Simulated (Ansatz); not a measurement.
Y$_{2}$CI$_{2}$ in space group P-3m1 (No. 164; Y on 2d, C on 1a, I on 2d), the program Ansatz at the r²SCAN+D4 level (PAW), all energies at zero smearing, with the estimated change up to a 700 eV cutoff added, with one set of potentials and settings (totals compare only within such a set). Cell of 5 atoms (2 Y, 1 C, 2 I): -23033.688 eV.

```csv
element,reference phase,E (eV/atom)
Y,"P6_3/mmc, 2 atoms in the cell",-3859.7811
C,"P6_3/mmc, 4 atoms in the cell",-251.7456
I,"Cmce, 4 atoms in the cell",-7528.1417
```

Formation energy per atom, worked out: (-23033.688 − 2×(-3859.7811) − 1×(-251.7456) − 2×(-7528.1417))/5 = -1.219 eV/atom (-118 kJ per mol of atoms), at 0 K, without zero-point energy or fitted corrections.

The workflow started from a Materials Project entry (that database holds measured and hypothetical structures alike); the Crystallography Open Database copy checked does not list it. Whether it is the stable phase at ambient conditions was not checked. Symmetry was held in the r²SCAN+D4 relaxation; whether a distortion lowers the energy is not shown. No spin polarisation was allowed. The references are the lowest solids computed at this level, not always the standard phases. Spin–orbit coupling is left out wherever it is not named.

Potentials: the later of the program's two PAW sets.
